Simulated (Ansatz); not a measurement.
LaN:
```cif
data_La4N4
_chemical_formula_sum 'La4 N4'
_space_group_name_H-M_alt 'P 1'
_space_group_IT_number 1
_cell_length_a 10.60635
_cell_length_b 3.75542
_cell_length_c 3.75390
_cell_angle_alpha 90.000
_cell_angle_beta 90.000
_cell_angle_gamma 90.000
loop_
_space_group_symop_operation_xyz
  'x, y, z'
loop_
_atom_site_label
_atom_site_type_symbol
_atom_site_fract_x
_atom_site_fract_y
_atom_site_fract_z
_atom_site_occupancy
La1 La 0.12455 0.25000 0.25869 1
La2 La 0.37545 0.75000 0.75869 1
La3 La 0.87545 0.75000 0.74131 1
La4 La 0.62455 0.25000 0.24131 1
N1 N 0.87697 0.25000 0.26982 1
N2 N 0.62303 0.75000 0.76982 1
N3 N 0.12303 0.75000 0.73018 1
N4 N 0.37697 0.25000 0.23018 1
```

Relaxed with r²SCAN.

Task: Tabulate the valence density and the electron localisation function along the shortest La–N contact (2.58 Å), the program Ansatz at the r²SCAN level (PAW).

Result: 

| distance from La (Å) | density (e/Å³) | ELF |
|---|---|---|
| 0.26 | 1.74 | 0.09 |
| 0.39 | 1.69 | 0.31 |
| 0.52 | 1.65 | 0.57 |
| 0.65 | 1.56 | 0.74 |
| 0.77 | 1.34 | 0.80 |
| 0.90 | 1.02 | 0.78 |
| 1.03 | 0.71 | 0.65 |
| 1.16 | 0.48 | 0.38 |
| 1.29 | 0.36 | 0.20 |
| 1.42 | 0.34 | 0.21 |
| 1.55 | 0.40 | 0.40 |
| 1.68 | 0.57 | 0.65 |
| 1.81 | 0.86 | 0.78 |
| 1.94 | 1.35 | 0.81 |
| 2.06 | 2.13 | 0.77 |
| 2.19 | 2.96 | 0.61 |
| 2.32 | 3.37 | 0.32 |

The density is the valence pseudo-density with augmentation charge, so density and ELF within about 1 Å of a nucleus are not all-electron values.

Space group Pnma. The start of the workflow was typed in or built on a structure type; neither database checked (COD, Materials Project) lists it. COD files the formula under space group No. 225. Its standing as an ambient phase is unchecked. The cell was relaxed with r²SCAN under the symmetry of its start; its stability against distortions is not shown here. Spin–orbit coupling is left out wherever it is not named.

Potentials: the earlier of the program's two PAW sets.
